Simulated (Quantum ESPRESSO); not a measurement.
# Strain and stress in Zn3O2FCl

These are calculations, not measurements. They come from pw.x of Quantum ESPRESSO 7.5, a plane-wave density functional program, with PseudoDojo standard norm-conserving files (v0.5 for PBE, v0.4.1 for LDA and PBEsol). The cells are made up: elements, strain and atom displacements were drawn at random, and nothing was relaxed. There is no spin polarisation, spin-orbit coupling or dispersion term.

The cell has 8 sites of a zincblende or diamond lattice. Sites 1 to 4 hold Zn Zn empty Zn; sites 5 to 8 hold O F Cl O. Cell vectors in Å: (4.654, 0.000, 0.000); (0.000, 4.654, 0.000); (0.000, 0.000, 4.669). Settings: PBE, cutoff 1143 eV, 4 x 4 x 4 k mesh shifted by half a step, Fermi-Dirac smearing of 0.025 eV.

Each run adds a strain along z to one cell, with the atoms carried along; the vectors above are those of run 4. Stress is positive in tension and P is minus a third of its trace. E is the free energy for each atom above the lowest run shown. The last column is band 44 less band 43 at Gamma, from a band step after each run.

| run | strain (%) | s_xx (GPa) | s_yy (GPa) | s_zz (GPa) | s_xy (GPa) | P (GPa) | E (meV/atom) | level step at Gamma (eV) |
| --- | --- | --- | --- | --- | --- | --- | --- | --- |
| 1 | -2.09 | -18.98 | -18.53 | -18.22 | 5.50 | 18.58 | 53.91 | 1.545 |
| 2 | -0.84 | -17.06 | -16.65 | -16.25 | 5.38 | 16.66 | 34.48 | 1.493 |
| 3 | -0.46 | -16.50 | -16.11 | -15.66 | 5.35 | 16.09 | 29.05 | 1.477 |
| 5 | 0.65 | -14.94 | -14.58 | -13.97 | 5.25 | 14.50 | 14.32 | 1.430 |
| 6 | 1.00 | -14.47 | -14.11 | -13.44 | 5.22 | 14.01 | 9.99 | 1.415 |
| 7 | 1.87 | -13.33 | -12.99 | -12.17 | 5.14 | 12.83 | 0.00 | 1.377 |
| 4 | 0.33 | ? | ? | ? | ? | ? | ? | ? |

A rerun of one of these cells at 1437 eV and k mesh 6 x 6 x 6 moved values by no more than 0.002 eV in the cell's energy, 0.02 GPa in stress and 0.002 eV/Å in force.

## Worked fit

A parabola through the six runs shown gives s_zz = -14.95 + 1.52 e - 0.019 e² GPa, with e in per cent and a scatter of 0.01 GPa. The slope is a stiffness of 152 ± 1 GPa for each unit of this strain at e = 0. The atoms are clamped, and relaxing them would in general lower it. The error is the larger of the fit's own and the change that a cubic makes, rounded up.

## Withheld run

Question: what s_zz should run 4 give?

The fit gives -14.45 GPa. The calculation gave -14.45 GPa.

```
run,strain (%),s_xx (GPa),s_yy (GPa),s_zz (GPa),s_xy (GPa),P (GPa),E (meV/atom),level step at Gamma (eV)
4,0.33,-15.38,-15.00,-14.45,5.27,14.94,18.37,1.443
```